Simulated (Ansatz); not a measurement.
Moving the dispersion correction in MgC2

The cell as given:

```cif
data_structure
_symmetry_space_group_name_H-M 'P 1'
_symmetry_Int_Tables_number 1
_cell_length_a 3.9508
_cell_length_b 3.9508
_cell_length_c 4.9871
_cell_angle_alpha 90.000
_cell_angle_beta 90.000
_cell_angle_gamma 90.000
_cell_volume 77.84
loop_
_atom_site_label
_atom_site_type_symbol
_atom_site_fract_x
_atom_site_fract_y
_atom_site_fract_z
_atom_site_occupancy
Mg1 Mg 0.00000 0.00000 0.50000 1
Mg2 Mg 0.50000 0.50000 0.00000 1
C1 C 0.38766 0.61235 0.50000 1
C2 C 0.11235 0.11235 0.00000 1
C3 C 0.61235 0.38766 0.50000 1
C4 C 0.88765 0.88765 0.00000 1
```

The cell comes from a database or a generator and needn't be the stable form of this composition.

Kept alike: task relaxation of cell and atoms; functional PBE; k mesh 5 × 5 × 5; occupations fermi-dirac, width 0.05 eV; no spin polarisation. Program: Ansatz, Ansatz PAW, cutoff 420 eV. The mesh is that of the run's cell of 6 atoms. No spin-orbit coupling.

| dispersion correction | volume (Å³/atom) | first edge of the run's cell (Å) | third edge of the run's cell (Å) |
| --- | --- | --- | --- |
| D3(BJ) | 12.632 | 3.921 | 4.929 |
| D4 | 12.848 | 3.925 | 5.003 |
| none | 12.949 | 3.947 | 4.987 |

The relaxations keep at least the cell's symmetry (P4_2/mnm). Relaxations stop with a little pressure left, so the last digits of a volume or edge aren't settled. Ansatz's relaxations hold a Pulay term in the stress (up to 0.3 GPa here).

Question: What does the dispersion correction change here?

Answer: The volume runs from 12.632 (D3(BJ)) to 12.949 Å³/atom (none). Against no correction: D3(BJ) -2.4 %; D4 -0.8 %. Dispersion terms mostly attract and so lower the volume; the schemes' coefficients and damping set how far. The first edge of the run's cell runs from 3.921 (D3(BJ)) to 3.947 Å (none). The third edge of the run's cell runs from 4.929 (D3(BJ)) to 5.003 Å (D4).
